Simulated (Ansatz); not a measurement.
Relaxed-ion elastic tensor of GeSe in space group Pnma (No. 62; Ge on 4c, Se on 4c) in GPa (Voigt order), plane-wave PAW LDA (Ansatz code); density 5.88 g/cm³, 21.39 Å³ per atom.

|  | 1 | 2 | 3 | 4 | 5 | 6 |
|---|---|---|---|---|---|---|
| 1 | 78.5 | 8.5 | 22.1 | 0.0 | 0.0 | 0.0 |
| 2 | 8.5 | 107 | 46.6 | 0.0 | 0.0 | 0.0 |
| 3 | 22.1 | 46.6 | 51.9 | 0.0 | 0.0 | 0.0 |
| 4 | 0.0 | 0.0 | 0.0 | 53.9 | 0.0 | 0.0 |
| 5 | 0.0 | 0.0 | 0.0 | 0.0 | 26.0 | 0.0 |
| 6 | 0.0 | 0.0 | 0.0 | 0.0 | 0.0 | 16.2 |

**Question.** Is the crystal mechanically stable?

**Answer.** Yes: the smallest eigenvalue of C is 16.2 GPa.

**Question.** Work out the Voigt, Reuss and Hill averages.

**Answer.** K_V = 43.5, K_R = 40.6, K_H = 42.0; G_V = 29.9, G_R = 21.0, G_H = 25.5 GPa.

**Question.** Give Young's modulus, Poisson's ratio, Pugh's ratio and the universal anisotropy index.

**Answer.** E = 9KG/(3K + G) = 63.5 GPa; ν = 0.25; K/G = 1.65 (near the Pugh limit of 1.75, no verdict); A_U = 5G_V/G_R + K_V/K_R − 6 = 2.17.

**Question.** Estimate the sound speeds and the Debye temperature.

**Answer.** v_l = √((K + 4G/3)/ρ) = 3590 m/s, v_t = √(G/ρ) = 2080 m/s, mean 2310 m/s; Θ = (h/k)(3n/4πV)^(1/3) v_m = 248 K.

**Question.** How much does each axis shrink under pressure?

**Answer.** Linear compressibilities β_i = Σ_j S_ij (j = 1 to 3): x 8.8, y 3.1, z 13 per TPa.

Symmetry was held in the LDA relaxation; of distortions, only those at the zone centre were tested. A crystal of weakly bound layers computed without a dispersion correction: the cell and the soft elastic constants depend strongly on that.

Potentials: the later of the program's two PAW sets.
